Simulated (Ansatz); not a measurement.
Relaxed-ion elastic tensor of BiTe in space group R-3m (No. 166; Bi on 3b, Te on 3a) in GPa (Voigt order), the program Ansatz at the r²SCAN level (PAW); density 8.42 g/cm³, 33.19 Å³ per atom.

```
 84.6   46.9   40.7  -20.1    0.0    0.0
 46.9   84.6   40.7   20.1    0.0    0.0
 40.7   40.7   45.4    0.0    0.0    0.0
-20.1   20.1    0.0   29.0    0.0    0.0
  0.0    0.0    0.0    0.0   29.0  -20.1
  0.0    0.0    0.0    0.0  -20.1   18.8
```

Q: Is the crystal mechanically stable?

A: Yes: the smallest eigenvalue of C is 3.2 GPa.

Q: Work out the Voigt and Reuss bounds. Is their mean of use?

A: K_V = 52.4, K_R = 44.6; G_V = 21.1, G_R = 6.4 GPa. The bounds lie so far apart that a Hill average or a Debye temperature from it would say little.

The workflow started from a Materials Project entry (that database holds measured and hypothetical structures alike); the Crystallography Open Database copy checked does not list it. COD files the formula under space group No. 164, 225. Its standing as an ambient phase is unchecked. The r²SCAN relaxation kept the symmetry of its start; its stability against distortions is not shown here. As this level gives no gap, shear constants depend on the k-mesh and smearing (Fermi–Dirac, 0.1 eV here). Spin–orbit coupling is left out wherever it is not named.

Potentials: the later of the program's two PAW sets.
